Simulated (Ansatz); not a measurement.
## Step by step: SrBr2, relaxation of cell and atoms

Computed with DFT, LDA, PAW with Ansatz's default frozen-core files, scalar-relativistic (Ansatz 0.2.0).

Command: `ansatz run input.yaml --threads 1 --pin off --max-ram 3072MiB --backend cpu --events-out ev --progress --plain --runs-dir out` The run took 35 s on 1 thread of Intel(R) Xeon(R) Platinum 8175M CPU @ 2.50GHz (Skylake/Cascade Lake), on a shared host, peak memory 0.46 GiB.

```yaml
crystal:
  lattice:
    - [3.8991949978, 0.0, 0.0]
    - [-1.9495974989, 3.3768019224, 0.0]
    - [0.0, 0.0, 7.6034302457]
  atoms:
    - { symbol: Sr, position: [0.0, 0.0, 0.0] }
    - { symbol: Br, position: [0.3333333333, 0.6666666667, 0.25] }
    - { symbol: Br, position: [0.3333333333, 0.6666666667, 0.75] }
kpoints:
  mp_grid: { grid: [10, 10, 5] }
scf:
  occupations: { method: fermi_dirac, width: 0.03 }
hamiltonian:
  xc: lda
  pseudopotentials: { kind: paw }
output:
  forces: true
  stress: true
relax:
  f_tol: 0.005
  max_steps: 80
  cell: {}
```

The cell is built from the MoS2 1H type as a first guess.

The cutoff is 420 eV; energies and pressures of the walk include the program's estimate of the Pulay term. The PAW files were made with PBE; their cores are remade for this functional.

Each frame lists the cell vectors (Å), then Cartesian positions (Å) and forces (eV/Å). Free energies count from the first step, -8837.7267 eV.

The walk took 7 evaluations in all; steps that aren't listed are left out.

Step 1: E = 0.0 meV, P = 2.31 GPa

```
cell 3.8992 0.0000 0.0000 -1.9496 3.3768 0.0000 0.0000 0.0000 7.6034
Sr    0.0000    0.0000    0.0000     0.000   0.000   0.000
Br    0.0000    2.2512    1.9009     0.000   0.000  -0.108
Br    0.0000    2.2512    5.7026     0.000   0.000   0.108
```

Step 2: E = -168.9 meV, P = 1.12 GPa

```
cell 4.0898 0.0000 0.0000 -2.0449 3.5419 0.0000 0.0000 0.0000 7.5000
Sr    0.0000    0.0000    0.0000     0.000   0.000   0.000
Br    0.0000    2.3613    1.7979     0.000   0.000   0.112
Br    0.0000    2.3613    5.7021     0.000   0.000  -0.112
```

Step 3: E = -196.3 meV, P = -0.22 GPa

```
cell 4.1938 0.0000 0.0000 -2.0969 3.6319 0.0000 0.0000 0.0000 7.3767
Sr    0.0000    0.0000    0.0000     0.000   0.000   0.000
Br    0.0000    2.4213    1.7955     0.000   0.000  -0.079
Br    0.0000    2.4213    5.5812     0.000   0.000   0.079
```

Step 4: E = -197.9 meV, P = -0.04 GPa

```
cell 4.2063 0.0000 0.0000 -2.1031 3.6428 0.0000 0.0000 0.0000 7.3304
Sr    0.0000    0.0000    0.0000     0.000   0.000   0.000
Br    0.0000    2.4285    1.7753     0.000   0.000   0.011
Br    0.0000    2.4285    5.5551     0.000   0.000  -0.011
```

Step 5: E = -198.1 meV, P = -0.03 GPa

```
cell 4.2041 0.0000 0.0000 -2.1021 3.6409 0.0000 0.0000 0.0000 7.3173
Sr    0.0000    0.0000    0.0000     0.000   0.000   0.000
Br    0.0000    2.4273    1.7767     0.000   0.000   0.004
Br    0.0000    2.4273    5.5406     0.000   0.000  -0.004
```

(1) How does the relaxation end?

Answers

(1) It converges, with a = 4.202 Å, b = 4.202 Å, c = 7.290 Å, α = 90.00°, β = 90.00°, γ = 120.00° (conventional cell, space group P-6m2). The last solve (on a basis chosen afresh for the final cell, so its energy is not quite comparable) gives E = -199.8 meV, P = 0.01 GPa:
```
cell 4.2018 0.0000 0.0000 -2.1009 3.6389 0.0000 0.0000 0.0000 7.2899
Sr    0.0000    0.0000    0.0000     0.000   0.000   0.000
Br    0.0000    2.4259    1.7774     0.000   0.000  -0.001
Br    0.0000    2.4259    5.5125     0.000   0.000   0.001
```
